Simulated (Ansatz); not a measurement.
A scan (energy against volume; even scaling of the relaxed cell, symmetry kept) gave these values. These are PBE (plane waves to 420 eV, PAW, scalar-relativistic; Ansatz, an electronic-structure program) values and carry that method's errors.

Bulk modulus at fixed cell shape B₀ (third-order Birch-Murnaghan fit): 26.2 GPa
Pressure derivative B₀′ (fit): 5.5
Equilibrium volume of the fit: 31.48 Å³/atom

**Question.** Of these crystals, all scanned alike, which one is it?
A. TiO₂ (anatase)
B. Tl (hcp, Mg type)
C. Al₂Cu (Al2Cu type, space group I4/mcm)

**Answer.** B, Tl (hcp, Mg type). The others have, for the bulk modulus at fixed cell shape: TiO2 188 GPa, Al2Cu 99 GPa

Al2Cu is run without spin polarisation. All were relaxed with their symmetry unable to fall. Spin-orbit coupling is left out. The PAW data are Ansatz's earlier set. The relaxed volume of Tl is well above the measured one; the method has no dispersion term. TiO2 is run without spin polarisation. With the shape held, the modulus is that of even scaling; a crystal free to change shape is softer.

(A scan under strain: stresses follow from slopes of the energy per volume, elastic moduli from its curvatures.)
